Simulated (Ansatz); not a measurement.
The elements of this relaxed trial crystal are hidden behind letters.

```
lattice vectors (Å)
   3.3983    1.9620    2.9639
  -3.3983    1.9620    2.9639
   0.0000   -3.9240    2.9639
fractional positions
X 0.2420 0.7580 0.5000
X 0.5000 0.2420 0.7580
X 0.7580 0.5000 0.2420
Z 0.0000 0.0000 0.0000
Q 0.3083 0.3083 0.3083
Q 0.6917 0.6917 0.6917
```

The calculation used DFT PBE, scalar-relativistic, plane waves, PAW (Ansatz 0.2.0). Settings of the last relaxation (6-atom cell): 420 eV, 12×12×12 k points, Gaussian smearing of 0.10 eV, no spin polarisation.

* Space group: R32 (No. 155)
* Conventional cell: a = 6.797 Å, c = 8.892 Å
* Volume per atom: 19.76 Å³
* Density: 2.42 g/cm³
* Energy over the elements: +0.06 eV/atom
* Gap on the 12×12×12 mesh of the 6-atom cell: 0.05 eV

Energies are uncorrected and count from the elements' standard states at the same level.

Q: X is an s-block element of period 4, Z is an s-block element of period 3 and Q is a p-block element of period 2. Which elements are they?

A: X = Ca, Z = Mg, Q = N, so the formula is Ca3MgN2. Density times volume gives a mean mass of 2.42 × 19.76/1.6605 = 28.8 u per atom, and this set has 28.8 u. Ca is surrounded by 2 N at 2.45 Å, 2 N at 2.85 Å, 2 Mg at 2.96 Å and 4 Ca at 3.04–3.09 Å; Mg is surrounded by 2 N at 2.74 Å and 6 Ca at 2.96 Å; N has 3 Ca at 2.45 Å, 1 Mg at 2.74 Å and 3 Ca at 2.85 Å. Other sets within the hints have nearly the same mass, so mass alone doesn't settle it; this one was computed.

A structure relaxed within its symmetry needn't be a true minimum.
